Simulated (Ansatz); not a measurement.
# NbTeS, a known structure type with other elements, at an estimated volume

```xyz
6
Lattice="0.0000 0.0000 5.1879 3.7748 0.0000 0.0000 1.8874 6.5219 -2.5940" Properties=species:S:1:pos:R:3 pbc="T T T"
Nb    3.7748    1.6070    2.5940
Nb    1.8874    4.9149    0.0000
Te    1.8874    0.0000    1.2192
Te    1.8874    0.0000    3.9687
S     3.7748    2.7653    0.0000
S     1.8874    3.7566    2.5940
```

Method: r2SCAN, no spin polarisation; PAW, plane waves to 500 eV, 8×8×8 Γ-centred mesh, fermi-dirac occupations (width 0.1 eV) (Ansatz 0.2.0), atoms fixed.

(1) Is there a gap?

(2) Which atom feels the largest force, and which way?

(3) How is the charge shared?

(4) What does the stress say?

(5) What do density and ELF say about some of the short contacts?

Origin: a known structure type with other elements, at an estimated volume, so it need not be a known compound. Caveats: many states at the Fermi level without spin polarisation, so a magnetic state may lie lower; atoms or cell far from equilibrium.

Answers

(1) It is a metal, with about 5.1 states/eV a cell as the mean within 0.25 eV of the Fermi level, mostly Nb d (80 %).

(2) The largest is on Te4 (and as large on other atoms): 3.56 eV/Å, components (0.00, 0.00, -3.56). It makes 180° with the line to a nearest neighbour, Te3 at 2.44 Å, pointing away from it.

(3) Bader charges in e: Nb +1.39, Te -0.42, S -0.98. In the mean Nb gives up most and S takes most.

(4) The pressure is 2.4 GPa (compression positive), so with the atoms held at these fractions the cell would first expand; the forces are large, so a full relaxation may end otherwise. The principal stresses -11.7, -3.5, 22.5 GPa differ, so its shape would change too.

(5) Te–Te at 2.44 Å: least valence density 0.73 e/Å³ and ELF 0.63 there. Nb–Te at 2.83 Å: least valence density 0.34 e/Å³ and ELF 0.35 there. Nb–S at 2.84 Å: least valence density 0.27 e/Å³ and ELF 0.30 there. Both are smooth PAW fields, read partly inside the augmentation spheres.
